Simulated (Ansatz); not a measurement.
Eigenvalues along a path: Pb (fcc type)

```yaml
crystal:
  lattice:
    - [0.00000, 2.52027, 2.52027]
    - [2.52027, 0.00000, 2.52027]
    - [2.52027, 2.52027, 0.00000]
  atoms:
    - { symbol: Pb, position: [0.00000, 0.00000, 0.00000] }
```

The base cell comes from a relaxation on PAW files under the same functional.

All numbers are PBE results (scalar-relativistic) from Ansatz 0.2.0, with a Γ-centred 14×14×14 k mesh, Fermi–Dirac smearing of 0.05 eV, no spin polarisation. Methods: LAPW: all electrons, basis error target 1 meV/atom.

Spin–orbit coupling is left out, which matters for the heavy atoms.

Path points, in fractions of the reciprocal vectors: Γ (0.000, 0.000, 0.000), X (0.500, 0.000, 0.500), U (0.625, 0.250, 0.625), K (0.375, 0.375, 0.750), L (0.500, 0.500, 0.500), W (0.500, 0.250, 0.750). The distance column jumps between branches of the path. Levels in eV from the Fermi level; bands 12 to 20, counted from the lowest band of the run. The gap is zero, the pressure 0.02 GPa.

```
# k(1/Å) point b12 b13 b14 b15 b16 b17 b18 b19 b20
0.000 Γ -17.05 -17.05 -17.05 -16.94 -16.94 -11.40 6.99 6.99 6.99
0.178 - -17.06 -17.04 -17.04 -16.94 -16.93 -11.28 6.15 6.47 6.47
0.356 - -17.08 -17.01 -17.01 -16.96 -16.92 -10.91 4.60 5.40 5.40
0.534 - -17.11 -17.00 -16.96 -16.96 -16.90 -10.29 2.89 4.29 4.29
0.712 - -17.14 -17.04 -16.90 -16.90 -16.87 -9.45 1.08 3.32 3.32
0.890 - -17.17 -17.07 -16.85 -16.84 -16.84 -8.43 -0.74 2.59 2.59
1.068 - -17.18 -17.10 -16.84 -16.81 -16.81 -7.37 -2.32 2.13 2.13
1.247 X -17.19 -17.11 -16.83 -16.79 -16.79 -6.79 -3.07 1.98 1.98
1.309 - -17.19 -17.11 -16.83 -16.79 -16.79 -6.79 -3.05 1.81 2.00
1.372 - -17.18 -17.11 -16.84 -16.80 -16.80 -6.78 -2.99 1.40 2.05
1.435 - -17.17 -17.10 -16.84 -16.81 -16.80 -6.78 -2.90 0.87 2.14
1.498 - -17.16 -17.09 -16.85 -16.82 -16.80 -6.77 -2.76 0.31 2.27
1.561 - -17.15 -17.07 -16.86 -16.84 -16.81 -6.78 -2.59 -0.23 2.43
1.624 - -17.14 -17.05 -16.87 -16.86 -16.82 -6.81 -2.38 -0.72 2.62
1.687 U -17.12 -17.03 -16.88 -16.88 -16.83 -6.87 -2.14 -1.14 2.85
2.451 K -17.12 -17.03 -16.88 -16.88 -16.83 -6.87 -2.14 -1.14 2.85
2.639 - -17.09 -16.95 -16.94 -16.92 -16.86 -7.33 -1.77 -1.21 3.69
2.828 - -17.06 -16.99 -16.94 -16.90 -16.89 -8.23 -1.40 -0.01 4.73
3.017 - -17.04 -17.03 -16.96 -16.95 -16.87 -9.25 -0.27 1.43 5.82
3.206 - -17.05 -17.02 -16.99 -16.96 -16.89 -10.16 1.39 3.06 6.70
3.395 - -17.06 -17.02 -17.02 -16.95 -16.92 -10.85 3.42 4.79 7.05
3.584 - -17.06 -17.05 -17.04 -16.94 -16.93 -11.26 5.62 6.33 7.03
3.773 Γ -17.05 -17.05 -17.05 -16.94 -16.94 -11.40 6.99 6.99 6.99
3.927 - -17.05 -17.05 -17.05 -16.94 -16.94 -11.31 5.85 6.87 6.87
4.081 - -17.06 -17.03 -17.03 -16.93 -16.93 -11.03 3.79 6.57 6.57
4.235 - -17.06 -17.02 -17.02 -16.92 -16.92 -10.57 1.68 6.20 6.20
4.390 - -17.06 -17.03 -17.03 -16.89 -16.89 -9.94 -0.30 5.84 5.84
4.544 - -17.07 -17.04 -17.04 -16.86 -16.86 -9.19 -2.04 5.54 5.54
4.698 - -17.07 -17.04 -17.04 -16.83 -16.83 -8.44 -3.39 5.34 5.34
4.852 L -17.07 -17.05 -17.05 -16.82 -16.82 -8.08 -3.95 5.27 5.27
4.978 - -17.07 -17.05 -17.04 -16.83 -16.82 -8.03 -3.88 4.61 5.10
5.104 - -17.06 -17.05 -17.01 -16.85 -16.82 -7.89 -3.67 3.31 4.53
5.230 - -17.05 -17.04 -16.97 -16.88 -16.83 -7.67 -3.31 1.95 3.65
5.356 - -17.06 -17.03 -16.93 -16.92 -16.83 -7.38 -2.83 0.71 2.64
5.482 - -17.05 -17.02 -16.95 -16.90 -16.82 -7.07 -2.26 -0.32 1.63
5.608 - -17.05 -17.00 -16.99 -16.90 -16.80 -6.80 -1.64 -1.02 0.75
5.734 W -17.04 -17.00 -17.00 -16.90 -16.79 -6.70 -1.28 -1.28 0.30
5.823 - -17.05 -17.04 -16.96 -16.89 -16.79 -6.70 -1.73 -0.77 0.35
5.912 - -17.09 -17.06 -16.91 -16.88 -16.79 -6.72 -2.13 -0.23 0.52
6.001 - -17.12 -17.07 -16.87 -16.86 -16.79 -6.73 -2.46 0.34 0.78
6.090 - -17.15 -17.09 -16.85 -16.84 -16.79 -6.76 -2.73 0.91 1.13
6.179 - -17.17 -17.10 -16.84 -16.81 -16.79 -6.77 -2.92 1.43 1.51
6.268 - -17.19 -17.11 -16.83 -16.80 -16.79 -6.79 -3.03 1.83 1.84
6.357 X -17.19 -17.11 -16.83 -16.79 -16.79 -6.79 -3.07 1.98 1.98
```
